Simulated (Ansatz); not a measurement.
# K2TaSb6 single point

Input file of Ansatz 0.2.0:

```yaml
crystal:
  lattice:
    - [0.0, 5.039571, 5.039571]
    - [5.039571, 0.0, 5.039571]
    - [5.039571, 5.039571, 0.0]
  atoms:
    - { symbol: Ta, position: [0.0, 0.0, 0.0] }
    - { symbol: Sb, position: [0.7601, 0.2399, 0.7601] }
    - { symbol: Sb, position: [0.7601, 0.2399, 0.2399] }
    - { symbol: Sb, position: [0.2399, 0.7601, 0.2399] }
    - { symbol: Sb, position: [0.2399, 0.7601, 0.7601] }
    - { symbol: Sb, position: [0.7601, 0.7601, 0.2399] }
    - { symbol: Sb, position: [0.2399, 0.2399, 0.7601] }
    - { symbol: K, position: [0.75, 0.75, 0.75] }
    - { symbol: K, position: [0.25, 0.25, 0.25] }
  symmetry: { tolerance: 0.0003 }
kpoints:
  mp_grid: { grid: [6, 6, 6], shift: [0, 0, 0] }
  band_path:
    path:
      - [0.0, 0.0, 0.0]
      - [0.5, 0.0, 0.5]
      - [0.625, 0.25, 0.625]
      - [0.375, 0.375, 0.75]
      - [0.0, 0.0, 0.0]
      - [0.5, 0.5, 0.5]
      - [0.5, 0.25, 0.75]
      - [0.5, 0.0, 0.5]
    npoints: 8
magnetization:
  spin_polarized: false
scf:
  occupations: { method: fermi_dirac }
  lower_state_search: "off"
  max_iter: 200
hamiltonian:
  pseudopotentials: { kind: paw }
  xc: r2scan
basis:
  ecutwfc: 500
  fft_grid_basis: typed
output:
  forces: true
  stress: true
  eigenvalues: true
  bader: true
  populations: true
  elf: true
  write_potential: true
  volumetric_format: npy
  dos:
    e_range: [-12, 8]
    de: 0.05
    projected: { site_lists: { K: [K], Sb: [Sb], Ta: [Ta] } }
checkpoint:
  read: saved_state
```

The saved state is an earlier solution for the same cell, perhaps on another mesh. 

Excerpt of what it printed:

```
SCF iter   1: F=-52019.4733 eV  Δρ=1.93e-3  dr2=3.19e-2  dr2_τ=1.16e-3
SCF iter   2: F=-52019.4941 eV  Δρ=7.60e-4  dr2=3.41e-3  dr2_τ=5.06e-4
SCF iter   3: F=-52019.4958 eV  Δρ=2.80e-4  dr2=3.95e-4  dr2_τ=2.12e-5
SCF iter   4: F=-52019.4959 eV  Δρ=7.93e-5  dr2=3.75e-5  dr2_τ=1.26e-6
SCF iter   5: F=-52019.4958 eV  Δρ=2.79e-5  dr2=5.41e-6  dr2_τ=2.17e-7
SCF iter   6: F=-52019.4958 eV  Δρ=1.29e-5  dr2=1.15e-6  dr2_τ=2.14e-8
SCF iter   7: F=-52019.4958 eV  Δρ=3.96e-6  dr2=1.32e-7  dr2_τ=5.08e-9
SCF iter   8: F=-52019.4958 eV  Δρ=1.23e-6  dr2=1.07e-8  dr2_τ=1.68e-10
Free energy (F): -52019.4958 eV
Harris-Foulkes:  -52019.4958 eV  (|F-HF|=3.35e-9)
Internal energy: -52019.3615 eV  (E = F + TS)
E sigma→0 (E₀):  -52019.4287 eV
Entropy (-TS):   -0.1343 eV (-14.924 meV/atom)
Fermi energy:    9.5969 eV
--- Per-component energies (eV) ---
  E_band       = -1462.9519
  E_kinetic    = 2140.3426
  E_local      = -12697.3020  (includes V_loc(G=0)·N_el)
  E_nonlocal   = 2225.2304
  E_hartree    = 5615.1254
  E_xc         = -1243.9290
  E_vxc        = -1222.6513  (∫ρ·V_xc dr)
  E_paw        = -37613.5562  (= ΣΔE_a)
  E_vpaw       = -3215.0615  (= ΣTr[D̂ρ^β])
  E_aug_tail   = 0.0000  (compensation charges beyond the density's cutoff)
  E_vtau       = 76.2399  (kinetic-family band-sum trace: ∫τ·v_τ [+ j·A + Jᵃ·Aᵃ] dr)
  E_ewald      = -10447.1604
  E_core_change = 1.8876  (= ΣΔE_core)
  E_smearing   = -0.1343  (= −TS)
--- Forces (eV/Å), atoms counted from 1 ---
  atom   1  Ta     0.0000     0.0000     0.0000
  atom   2  Sb     0.0000    -5.3831     0.0000
  atom   3  Sb     5.3831     0.0000     0.0000
  atom   4  Sb     0.0000     5.3831     0.0000
  atom   5  Sb    -5.3831     0.0000     0.0000
  atom   6  Sb     0.0000     0.0000    -5.3831
  atom   7  Sb     0.0000     0.0000     5.3831
  atom   8  K      0.0000     0.0000     0.0000
  atom   9  K      0.0000     0.0000     0.0000
--- Stress (GPa, compression-positive) ---
       15.4809       0.0000       0.0000
        0.0000      15.4809       0.0000
        0.0000       0.0000      15.4809
  P = ⅓ Tr σ = 15.4809 GPa (154.809 kbar)
```

Origin: a known structure type with other elements, at an estimated volume, so it need not be a known compound. Caveats: atoms or cell far from equilibrium.
